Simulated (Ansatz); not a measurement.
According to the program Ansatz at the PBE+D3(BJ) level (PAW), BP in the orthorhombic phase (Pnma; B on 4c, P on 4c) relaxes to a = 6.204 Å, b = 3.214 Å, c = 5.364 Å. Against the elements it lies at -152 meV/atom, with no fitted shifts.

The Kohn–Sham gap is 0.68 eV (indirect).

The bulk modulus is 128 GPa.

The start of the workflow was typed in or built on a structure type; neither database checked (COD, Materials Project) lists it. It is not the phase usual at ambient conditions (space group No. 216). The PBE+D3(BJ) relaxation kept the symmetry of its start; its stability against distortions is not shown here. The volume moved by 24 % from the start of the relaxation. The references are the lowest solids computed at this level, not always the standard phases.

Potentials: the later of the program's two PAW sets.
